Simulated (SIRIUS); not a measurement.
A self-consistent single point of TiO₂ (P4_2/mnm, 6 atoms in the cell; from Materials Project mp-2657, changed as shown).

```yaml
crystal:
  lattice:
    - [4.61738, 0.00000, 0.00000]
    - [0.00000, 4.61738, 0.00000]
    - [0.00000, 0.00000, 2.97050]
  atoms:
    - { symbol: Ti, position: [0.50000, 0.50000, 0.00000] }
    - { symbol: Ti, position: [0.00000, 0.00000, 0.50000] }
    - { symbol: O, position: [0.69568, 0.69568, 0.50000] }
    - { symbol: O, position: [0.30432, 0.30432, 0.50000] }
    - { symbol: O, position: [0.80432, 0.19568, 0.00000] }
    - { symbol: O, position: [0.19568, 0.80432, 0.00000] }
```

All values come from this method and carry its errors: LDA (PW92), PseudoDojo 0.4 standard norm-conserving LDA (tails mended) pseudopotentials (plane waves; SIRIUS).

SIRIUS settings:

| setting | value |
|---|---|
| parameters.ngridk | 4 4 6 |
| parameters.xc_functionals | [XC_LDA_X, XC_LDA_C_PW] |
| parameters.gk_cutoff | 9.165 1/bohr |
| parameters.pw_cutoff | 18.331 1/bohr |
| parameters.smearing | fermi_dirac |
| parameters.smearing_width | 0.000367493 Ha |
| potentials | PseudoDojo 0.4 standard norm-conserving LDA (tails mended) pseudopotentials |
| parameters.electronic_structure_method | pseudopotential |
| parameters.num_bands | 29 |
| parameters.num_mag_dims | 0 |
| parameters.num_dft_iter | 100 |
| parameters.energy_tol | 1e-07 Ha |
| parameters.density_tol | 1e-06 |
| mixer.type | anderson |
| mixer.beta | 0.3 |
| mixer.use_hartree | false |

Results:

```
Quantity                                                 Result
------------------------------------------------  -------------
Number of valence electrons                                  48
Number of bands                                              29
Number of k-points after the program's reduction             24
Number of plane waves (most at a k-point)                  5578
Number of SCF iterations                                     33
FFT grid                                           54 × 54 × 36
Free energy E − TS                                -5036.6771 eV
Gap on the k-point mesh                                 1.77 eV
Pressure                                             -11.83 GPa
Largest force (vector length)                        0.192 eV/Å
```

Forces (eV/Å):
```tsv
atom	Fx	Fy	Fz
Ti1	0.000	0.000	0.000
Ti2	0.000	0.000	0.000
O3	-0.136	-0.136	0.000
O4	0.136	0.136	0.000
O5	0.136	-0.136	0.000
O6	-0.136	0.136	0.000
```

Stress (GPa, positive for compression):
```
-10.65    0.00    0.00
  0.00  -10.65    0.00
  0.00    0.00  -14.20
```

Gaps are taken between levels on the mesh.

For comparison: a first run was changed to give this one (lattice scaled by 0.98), and from it to this one the free energy drops by 72.9 meV/atom, the pressure goes from -23.04 to -11.83 GPa, the largest force goes from 0.440 to 0.192 eV/Å and the gap on the mesh goes from 1.631 to 1.775 eV.

The structure comes from a collection of computed structures, made at another level of theory; the collection holds predicted forms beside known ones. Its lattice was then scaled.

Cost on one core: roughly 4 core-minutes.

“Tails mended”: in these copies of the files the far tail of each local potential was reset to the Coulomb form.
